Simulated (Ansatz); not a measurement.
LaN:
```xyz
4
Lattice="4.1010 0.0000 0.0000 -2.0505 3.5515 0.0000 0.0000 0.0000 5.7197" Properties=species:S:1:pos:R:3 pbc="T T T"
La     0.0000     2.3677     5.6780
La     2.0505     1.1838     2.8182
N      0.0000     2.3677     2.3868
N      2.0505     1.1838     5.2466
```

Cartesian axes are those of the cell as given.

### Question
Give the high-frequency dielectric tensor and the Born effective charge tensors of the independent atoms from DFPT, DFT-LDA in the program Ansatz with PAW potentials.

### Answer

ε∞:
```
7.52  0.00  0.00
0.00  7.52  0.00
0.00  0.00  7.09
```
Z* of atom 1 (La), rows: field, columns: displacement, in e:
```
3.55  0.00  0.00
0.00  3.55  0.00
0.00  0.00  3.47
```
Z* of atom 3 (N), rows: field, columns: displacement, in e:
```
-3.55   0.00   0.00
 0.00  -3.55   0.00
 0.00   0.00  -3.47
```

Space group P6_3mc. The workflow started from a Materials Project entry (that database holds measured and hypothetical structures alike); the Crystallography Open Database copy checked does not list it. COD files the formula under space group No. 225. Its standing as an ambient phase is unchecked. The LDA relaxation kept the symmetry of its start; its stability against distortions is not shown here. Scalar-relativistic: spin–orbit coupling is off unless named, which matters more the heavier the elements.

Potentials: the later of the program's two PAW sets.
